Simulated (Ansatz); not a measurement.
TiPt3:
```xyz
4
Lattice="3.9480 0.0000 0.0000 0.0000 3.9480 0.0000 0.0000 0.0000 3.9480" Properties=species:S:1:pos:R:3 pbc="T T T"
Ti     0.0000     0.0000     0.0000
Pt     0.0000     1.9740     1.9740
Pt     1.9740     0.0000     1.9740
Pt     1.9740     1.9740     0.0000
```

Relaxed with PBE.

Problem. Map the electron localisation function on the plane through (0.000, 0.000, 0.000) spanned by u = [1, 1, 0] and v = [1, 0, 1] in lattice vectors, from DFT-PBE in the program Ansatz with PAW potentials.

Solution. x is the fraction of u, y of v (the angle between them is 60°; rows are the nearest grid lines); atoms in the plane: Ti at (0.00, 0.00), Pt at (0.50, 0.50), Pt at (0.00, 0.50), Pt at (0.50, 0.00).
```
y \ x   0.000  0.107  0.179  0.286  0.357  0.464  0.536  0.643  0.714  0.821  0.893   1.00
------  -----  -----  -----  -----  -----  -----  -----  -----  -----  -----  -----  -----
1.00    0.007  0.654  0.136  0.343  0.496  0.674  0.674  0.496  0.343  0.136  0.654  0.007
0.929   0.514  0.650  0.278  0.308  0.325  0.642  0.683  0.555  0.325  0.178  0.278  0.514
0.857   0.416  0.554  0.211  0.243  0.309  0.362  0.530  0.459  0.291  0.306  0.144  0.416
0.786   0.164  0.114  0.119  0.308  0.309  0.292  0.271  0.279  0.276  0.302  0.319  0.164
0.679   0.369  0.319  0.306  0.335  0.407  0.362  0.271  0.266  0.270  0.309  0.404  0.369
0.607   0.623  0.311  0.302  0.311  0.548  0.642  0.530  0.253  0.270  0.398  0.610  0.623
0.536   0.674  0.526  0.276  0.276  0.526  0.674  0.683  0.362  0.286  0.362  0.647  0.674
0.464   0.674  0.647  0.362  0.286  0.362  0.683  0.674  0.526  0.276  0.276  0.526  0.674
0.393   0.623  0.610  0.398  0.270  0.253  0.530  0.642  0.548  0.311  0.302  0.311  0.623
0.321   0.369  0.404  0.309  0.270  0.266  0.271  0.362  0.407  0.335  0.306  0.319  0.369
0.214   0.164  0.319  0.302  0.276  0.279  0.271  0.292  0.309  0.308  0.119  0.114  0.164
0.143   0.416  0.144  0.306  0.291  0.459  0.530  0.362  0.309  0.243  0.211  0.554  0.416
0.0714  0.514  0.278  0.178  0.325  0.555  0.683  0.642  0.325  0.308  0.278  0.650  0.514
0.000   0.007  0.654  0.136  0.343  0.496  0.674  0.674  0.496  0.343  0.136  0.654  0.007
```

The density is the valence pseudo-density with augmentation charge, so density and ELF within about 1 Å of a nucleus are not all-electron values.

Space group Pm-3m (Cu3Au type). The cell was relaxed with PBE under the symmetry of its start; of distortions, only those at the zone centre were tested. No spin polarisation was allowed. Scalar-relativistic: spin–orbit coupling is off unless named, which matters more the heavier the elements.

Potentials: the later of the program's two PAW sets.
